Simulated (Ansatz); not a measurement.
Zone-centre phonons of Li3TeF at -0.7 GPa: input and output

These are results of Ansatz 0.2.0, DFT PBEsol, scalar-relativistic, plane waves, PAW, not measurements.

Launched with:
```bash
ansatz run input.yaml --threads 1 --pin off --max-ram 1280MiB --backend cpu --events-out ev --progress --plain --runs-dir out
```

Input (bare energies are in eV):
```yaml
crystal:
  lattice:
    - [4.1904, 0.0, 0.0]
    - [0.0, 4.1904, 0.0]
    - [0.0, 0.0, 4.1904]
  atoms:
    - { symbol: Te, position: [0.0, 0.0, 0.0] }
    - { symbol: F, position: [0.5, 0.5, 0.5] }
    - { symbol: Li, position: [0.5, 0.5, 0.0] }
    - { symbol: Li, position: [0.5, 0.0, 0.5] }
    - { symbol: Li, position: [0.0, 0.5, 0.5] }
basis:
  ecutwfc: 420
kpoints:
  mp_grid: { grid: [6, 6, 6] }
hamiltonian:
  xc: pbesol
scf:
  occupations: { method: fixed }
output:
  eigenvalues: true
phonons:
  method: dfpt
  dielectric: true
  rigid_motions: translations
  eigenvectors: true
```

The end of the output:
```
--- Phonons (Γ-DFPT): 4 representative perturbations + reference, on 80 of 216 k-points (Σ response iterations 14) ---
  k mesh reduced under 2 symmetry operations, with k and −k counted as one. Each operation leaves every solved perturbation unchanged. A smaller set is not considered because the run solves the response ...
  ASR residual: 1.220e-3 → 0.000e0 eV/Å²; symmetrization residual: 5.110e-6 eV/Å²
  ASR residual per site (eV/Å²): 2.40e-4 2.59e-4 1.22e-3 1.22e-3 1.22e-3
  Γ frequencies (cm⁻¹): 0.00 0.00 0.00 160.41 160.41 160.41 184.25 184.25 184.25 235.79 235.79 235.79 315.85 315.85 315.85
  ε∞ (high-frequency dielectric tensor):
        4.972774     0.000000     0.000000
        0.000000     4.972774     0.000000
        0.000000     0.000000     4.972774
  ε⁰ (static dielectric tensor: ions relaxed, cell fixed):
       21.368041    -0.000000     0.000000
       -0.000000    21.368041    -0.000000
        0.000000    -0.000000    21.368041
  ε⁰ − ε∞ (ionic part):
       16.395267    -0.000000     0.000000
       -0.000000    16.395267    -0.000000
        0.000000    -0.000000    16.395267
  softest optical mode at Γ: 160.41 cm⁻¹; the repairs (sum rule, projections) moved no ω² at Γ by more than (7.13 cm⁻¹)²
  Born effective charges Z* (e; rows j = field, columns β = displacement):
    site 0:
        -1.94396   -0.00000   -0.00000
         0.00000   -1.94396   -0.00000
         0.00000    0.00000   -1.94396
    site 1:
        -1.69903    0.00000    0.00000
         0.00000   -1.69903    0.00000
         0.00000    0.00000   -1.69903
    site 2:
         1.40309   -0.00000    0.00000
        -0.00000    1.40309   -0.00000
         0.00000   -0.00000    0.83681
    site 3:
         1.40309    0.00000    0.00000
         0.00000    0.83681   -0.00000
         0.00000    0.00000    1.40309
    site 4:
         0.83681   -0.00000    0.00000
        -0.00000    1.40309    0.00000
         0.00000    0.00000    1.40309
  Z* charge neutrality: 5.600e-3 e pre-enforcement
  solved inside a basis spanned on kpoints, on 10×10×10 k-points, its susceptibility summed on 12×12×12: ε∞ is read to err by 2.0e-2, Z* by 1.8e-2 e (field_mesh: kpoints solves on kpoints); Z* is corrected for ...
  optical modes at Γ without the LO–TO term, one row a degenerate level:
      ω (cm⁻¹) modes IR ((D/Å)²/amu)
        160.41      3            28.5058
        184.25      3            14.6772
        235.79      3             0.0000
        315.85      3            15.6336
  optical modes at Γ + LO–TO along q̂ = [1.0000, 0.0000, 0.0000]:
      ω (cm⁻¹) modes IR ((D/Å)²/amu)
        160.41      2            19.0039
        175.74      1             0.0334
        184.25      2             9.7848
        235.79      3             0.0000
        265.06      1             2.0313
        315.85      2            10.4224
        415.43      1            17.5408
  optical modes at Γ + LO–TO along q̂ = [0.0000, 1.0000, 0.0000]:
      ω (cm⁻¹) modes IR ((D/Å)²/amu)
        160.41      2            19.0039
        175.74      1             0.0334
        184.25      2             9.7848
        235.79      3             0.0000
        265.06      1             2.0313
        315.85      2            10.4224
        415.43      1            17.5408
  optical modes at Γ + LO–TO along q̂ = [0.0000, 0.0000, 1.0000]:
      ω (cm⁻¹) modes IR ((D/Å)²/amu)
        160.41      2            19.0039
        175.74      1             0.0334
        184.25      2             9.7848
        235.79      3             0.0000
        265.06      1             2.0313
        315.85      2            10.4224
        415.43      1            17.5408
```

The cell is the ideal cubic antiperovskite prototype; whether it is the stable structure of this composition wasn't checked. Spin–orbit coupling is left out, which matters for heavy elements. The run warned that the force constants aren't converged on this k mesh, so the frequencies and all that is formed from them are rough.